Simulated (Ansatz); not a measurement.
Ta$_{2}$Ni:
```xyz
6
Lattice="-3.0940 3.0940 2.4212 3.0940 -3.0940 2.4212 3.0940 3.0940 -2.4212" Properties=species:S:1:pos:R:3 pbc="T T T"
Ta     4.0781     0.9841     0.0000
Ta     2.1099     0.9841     2.4212
Ta    -0.9841     2.1099     2.4212
Ta     0.9841     2.1099     0.0000
Ni     0.0000     0.0000     3.6318
Ni     0.0000     0.0000     1.2106
```

Relaxed with r²SCAN. Special points in fractions of this cell's reciprocal vectors: Γ (0.000, 0.000, 0.000); X (0.000, 0.000, 0.500); M (-0.500, 0.500, 0.500); Z (0.403, 0.403, -0.403); Z0 (-0.403, 0.597, 0.403); P (0.250, 0.250, 0.250); N (0.000, 0.500, 0.000).

Q: List the band energies nearest the Fermi level at these points for r²SCAN (plane waves, PAW; program Ansatz).

A: In eV from the Fermi level; about four levels below and three above (degenerate sets whole), none deeper than 8.9 eV; points with the same levels are listed once.

```tsv
k	below	above
Γ	-1.13 -1.13 -0.77 -0.46 -0.46	0.18 0.26 1.11
X	-1.02 -0.30 -0.28 -0.04	0.40 1.50 1.68
M	-1.69 -1.23 -1.23 -0.54	0.31 0.89 0.91 0.91
Z	-1.74 -1.18 -1.18 -0.74	0.35 1.23 1.23 1.23
P	-0.88 -0.88 -0.63 -0.63	0.08 0.08 0.57 0.57
N	-1.00 -1.00 -0.06 -0.06	0.26 0.26 0.80 0.80
```

Space group I4/mcm. The workflow started from an entry of the Crystallography Open Database (COD). Whether it is the stable phase at ambient conditions was not checked. The cell was relaxed with r²SCAN under the symmetry of its start; its stability against distortions is not shown here. The workflow began spin-polarised and lost its moments. Scalar-relativistic: spin–orbit coupling is off unless named, which matters more the heavier the elements.

Potentials: the later of the program's two PAW sets.
